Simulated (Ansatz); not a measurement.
BAs (zinc blende, F-43m), the program Ansatz at the r²SCAN level (PAW): ε∞ = 9.32, cell volume 27.37 Å³. Infrared-active transverse modes:

```
ω_TO (cm⁻¹)  oscillator strength S_xx (e²/amu)
-----------  ---------------------------------
697.1                                  0.01463
```

Compute the static dielectric constant.

Each mode adds (4.921e7/V) S/ω²: 0.05. So ε0 = 9.37.

What LO frequency does the Lyddane–Sachs–Teller relation give?

ω_LO = ω_TO √(ε0/ε∞) = 699 cm⁻¹.

The cell was relaxed with r²SCAN under the symmetry of its start; phonons on a q-mesh show no instability. Spin–orbit coupling is left out wherever it is not named.

Potentials: the later of the program's two PAW sets.
